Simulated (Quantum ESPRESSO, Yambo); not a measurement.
**Quasiparticle gap of WO3 at -3 % isotropic strain**

```
CELL_PARAMETERS angstrom
      3.68112     0.00000     0.00000
      0.00000     3.68112     0.00000
      0.00000     0.00000     3.68112
ATOMIC_POSITIONS crystal
  O  0.00000 0.00000 0.50000
  O  0.50000 0.00000 0.00000
  O  0.00000 0.50000 0.00000
  W  0.00000 0.00000 0.00000
```

The PBEsol cell relaxed from Materials Project entry mp-19390 was given an isotropic strain of -3 % on all lattice vectors, and the atoms were relaxed again.

Starting point: norm-conserving PBEsol (Quantum ESPRESSO, 84 Ry, without SOC). G0W0 in Yambo: 4×4×4 Γ-centred k mesh, bands 2 to 129 and a 10 Ry block in the screening, 129 bands in G with the Bruneval-Gonze terminator, plasmon pole fitted at 27.2 eV.

```yaml
PBEsol gap along the band path: 0.72 eV
PBEsol gap between the mesh's edge points (R → Γ): 0.72 eV
G0W0 gap between the same points: 1.71 eV
PBEsol smallest direct gap on the mesh (at Γ): 1.78 eV
G0W0 direct gap at that point: 2.89 eV
```

```tsv
k point	band	E PBEsol (eV)	E QP (eV)	shift (eV)	Z
Γ	VB	-1.06	-1.43	-0.37	0.77
Γ	CB	0.72	1.46	0.73	0.82
M	VB	-0.01	-0.28	-0.27	0.76
M	CB	4.79	5.74	0.95	0.78
R	VB	0.00	-0.26	-0.26	0.76
R	CB	6.41	7.48	1.07	0.81
```

Energies count from the PBEsol valence-band maximum.

Convergence of the G0W0 settings was not tested.

Without spin-orbit coupling, band edges of such heavy elements can be off by tenths of an eV. The cell is held in this high symmetry; tilts and polar distortions were not searched.

The structure is a Materials Project entry; no match was found in the copy of COD used, and its stability was not checked.
